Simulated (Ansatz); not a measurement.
**A plane-wave run on ZrBr**

The input, for Ansatz 0.2.0 (plane waves, PAW):

```yaml
crystal:
  lattice:
    - [3.554455, 0.0, 0.0]
    - [-1.777227, 3.078254, 0.0]
    - [-1.777227, 1.026085, 9.494171]
  atoms:
    - { symbol: Zr, position: [0.2092, 0.7908, 0.6276] }
    - { symbol: Zr, position: [0.7908, 0.2092, 0.3724] }
    - { symbol: Br, position: [0.3917, 0.6083, 0.1751] }
    - { symbol: Br, position: [0.6083, 0.3917, 0.8249] }
  symmetry: { tolerance: 0.0003 }
kpoints:
  mp_grid: { grid: [10, 10, 10], shift: [0, 0, 0] }
  band_path:
    path:
      - [0.0, 0.0, 0.0]
      - [0.0, 0.0, 0.5]
      - [0.65109302, -0.32554651, 0.17445349]
      - [0.67445349, -0.34890698, -0.17445349]
      - [0.5, 0.0, 0.0]
      - [0.0, 0.0, 0.0]
      - [0.67445349, -0.33722674, -0.33722674]
      - [0.66277326, -0.33722674, 0.0]
      - [0.5, -0.5, 0.0]
      - [0.0, 0.0, 0.0]
    npoints: 6
magnetization:
  spin_polarized: false
scf:
  occupations: { method: fermi_dirac, width: 0.1339 }
  lower_state_search: "off"
  max_iter: 200
hamiltonian:
  pseudopotentials: { kind: paw }
  xc: r2scan
basis:
  ecutwfc: 500
  fft_grid_basis: typed
output:
  forces: true
  stress: true
  eigenvalues: true
  bader: true
  populations: true
  elf: true
  write_potential: true
  volumetric_format: npy
  dos:
    e_range: [-12, 8]
    de: 0.05
    projected: { site_lists: { Br: [Br], Zr: [Zr] } }
checkpoint:
  read: saved_state
```

The saved state is an earlier solution for the same cell, perhaps on another mesh. 

Excerpt of what it printed:

```
Free energy (F): -13980.4861 eV
Harris-Foulkes:  -13980.4861 eV  (|F-HF|=3.71e-8)
Internal energy: -13980.4275 eV  (E = F + TS)
E sigma→0 (E₀):  -13980.4568 eV
Entropy (-TS):   -0.0585 eV (-14.634 meV/atom)
Fermi energy:    9.8178 eV
--- Per-component energies (eV) ---
  E_band       = -324.6188
  E_kinetic    = 929.0703
  E_local      = -2504.5409  (includes V_loc(G=0)·N_el)
  E_nonlocal   = 298.5711
  E_hartree    = 874.0791
  E_xc         = -812.1285
  E_vxc        = -648.7840  (∫ρ·V_xc dr)
  E_paw        = -10481.9772  (= ΣΔE_a)
  E_vpaw       = -182.6081  (= ΣTr[D̂ρ^β])
  E_aug_tail   = 0.0000  (compensation charges beyond the density's cutoff)
  E_vtau       = 35.5232  (kinetic-family band-sum trace: ∫τ·v_τ [+ j·A + Jᵃ·Aᵃ] dr)
  E_ewald      = -2282.8556
  E_core_change = -0.6459  (= ΣΔE_core)
  E_smearing   = -0.0585  (= −TS)
--- Forces (eV/Å), atoms counted from 1 ---
  atom   1  Zr     0.0000     0.0000    -0.5069
  atom   2  Zr     0.0000     0.0000     0.5069
  atom   3  Br     0.0000     0.0000     0.0802
  atom   4  Br     0.0000     0.0000    -0.0802
--- Stress (GPa, compression-positive) ---
       -1.3675       0.0000       0.0000
        0.0000      -1.3675       0.0000
        0.0000       0.0000      -1.8385
  P = ⅓ Tr σ = -1.5245 GPa (-15.245 kbar)
```

Absolute energies hang on the potentials; compare differences alone.

Origin: a database entry at a rescaled volume.
